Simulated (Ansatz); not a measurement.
**Sc: computed property card**

Sc:
```
Sc
1.0
    0.00000     3.12896     3.12896
    3.12896     0.00000     3.12896
    3.12896     3.12896     0.00000
Sc
2
Direct
  0.00000   0.00000   0.00000
  0.25000   0.25000   0.25000
```

Space group Fd-3m (No. 227), diamond; conventional cell a = b = c = 6.2579 Å, α = β = γ = 90.00°.

Method: PBEsol (plane waves, PAW; program Ansatz). Structure relaxed to zero pressure with the same functional. Other levels are named where they apply.

Cell and energy:

```json
{
  "volume_per_atom": "30.63 Å³",
  "density": "2.44 g/cm³"
}
```

Electronic structure:

```json
{
 "electronic_character": "metallic (no gap)",
 "Density of states at the Fermi level": "2.1 states/eV per atom (mean over ±0.08 eV)"
}
```

Mechanics:

```json
{
  "Bulk modulus (Birch–Murnaghan fit)": "148 kbar",
  "Pressure derivative B′": "2.6"
}
```

Phonons:

```json
{
  "zone_centre_stability": "no imaginary mode at Γ"
}
```

The start of the workflow was typed in or built on a structure type; neither database checked (COD, Materials Project) lists it. It is not the phase usual at ambient conditions (space group No. 194). The cell was relaxed with PBEsol under the symmetry of its start. The run is not spin-polarised. The volume moved by -23 % from the start of the relaxation. As this level gives no gap, phonon frequencies hold no LO–TO term and depend on the k-mesh and smearing (Fermi–Dirac, 0.1 eV here).

Potentials: the later of the program's two PAW sets.
